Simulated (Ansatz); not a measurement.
A trial cell of TiNiC₄N₄, before relaxation:

```yaml
crystal:
  lattice:
    - [5.90687, 0.00000, 0.00000]
    - [0.00000, 5.90687, 0.00000]
    - [0.00000, 0.00000, 5.90687]
  atoms:
    - { symbol: Ti, position: [0.00000, 0.00000, 0.00000] }
    - { symbol: Ni, position: [0.50000, 0.50000, 0.50000] }
    - { symbol: C, position: [0.18942, 0.18942, 0.18942] }
    - { symbol: C, position: [0.18942, 0.81058, 0.81058] }
    - { symbol: C, position: [0.81058, 0.18942, 0.81058] }
    - { symbol: C, position: [0.81058, 0.81058, 0.18942] }
    - { symbol: N, position: [0.30378, 0.30378, 0.30378] }
    - { symbol: N, position: [0.30378, 0.69622, 0.69622] }
    - { symbol: N, position: [0.69622, 0.30378, 0.69622] }
    - { symbol: N, position: [0.69622, 0.69622, 0.30378] }
```

These are results of DFT PBE, scalar-relativistic, plane waves, PAW in Ansatz, not measurements. Cutoff 420 eV, Gaussian smearing, Γ-centred meshes. Cell and atoms relax first on a coarse mesh and then on a finer one. In between, the cell is made exact in the group found at 0.06 Å. In metals the finer mesh still leaves noise of several meV/atom or more. The steps can't lower the symmetry of their start. Collinear spin, starting moments Ti 1.0; Ni 2.0 μB.

A guess keeps its type if space group and coordination stay and the shape of the cell changes little (axis ratios within about 15 %, angles within 6°); the volume may change.

Question: Does this structure survive the relaxation?

Answer: It keeps its type. The symmetry stays P-43m (No. 215). The volume per atom grows by 0.9 %, from 20.6 to 20.8 Å³. The shortest distance goes from 1.17 Å (C–N) to 1.18 Å (C–N). Counting neighbours within 15 % of an atom's shortest distance, the start has C 1, N 1, Ni 4, Ti 4 and the end C 1, N 1, Ni 4, Ti 4.

The last run used collinear spin, a 6×6×6 mesh for its 10-atom cell and Gaussian smearing of 0.10 eV. In such compounds of Ni and Ti a zero gap at this level may well be an artefact, since no Hubbard U is applied. The magnetic state reached may not be the lowest. A structure relaxed within its symmetry needn't be a true minimum.
